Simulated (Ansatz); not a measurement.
The start is a relaxed AlNi cell shaken by Gaussian noise of σ = 0.08 Å a coordinate. The structure is fully relaxed (lattice and positions, P = 0) with PBE (plane waves to 420 eV, PAW, scalar-relativistic; Ansatz, an electronic-structure program). The first steps use a coarse 10×10×4 k-mesh.

Input geometry:
```yaml
crystal:
  lattice:
    - [3.87975, 0.00000, 0.00000]
    - [-1.93988, 3.35997, 0.00000]
    - [0.00000, 0.00000, 9.21057]
  atoms:
    - { symbol: Ni, position: [0.98674, 0.01321, 0.02799] }
    - { symbol: Ni, position: [0.00191, 0.96970, 0.52313] }
    - { symbol: Ni, position: [0.35019, 0.68000, 0.13435] }
    - { symbol: Ni, position: [0.63844, 0.34869, 0.63467] }
    - { symbol: Al, position: [0.99652, 0.03695, 0.25249] }
    - { symbol: Al, position: [0.96690, 0.97763, 0.77549] }
    - { symbol: Al, position: [0.33208, 0.66385, 0.46015] }
    - { symbol: Al, position: [0.65625, 0.33127, 0.95307] }
```

Task: How large is the pressure on the unrelaxed cell, and of which sign?

Result: +2.9 GPa (positive: the cell is compressed).

Task: What is the largest force in the starting geometry, and on which atom (counted from 1)?

Result: 3.54 eV/Å, on Al5 (atoms numbered as listed).

Task: By how much does the energy per atom fall from start to end?

Result: 0.53 eV/atom.

Task: Is the parent structure recovered?

Result: It does not go back: it reaches Pm-3m (No. 221), CsCl type, 0.45 eV/atom below the parent.

Task: Is the relaxed structure metallic? Give its gap.

Result: No gap (metallic).

Final values are on a 16×16×16 k-mesh of the relaxed cell. No spin polarisation in the result. A magnetic state may lie lower.

Of the parent cell (P6₃mc (No. 186)): it is a generated cell of AlNi: the first start was made by placing the elements on the sites of a structure type, and the end was not matched to a known phase here, so it may be hypothetical. Known forms of AlNi include space group No. 221.
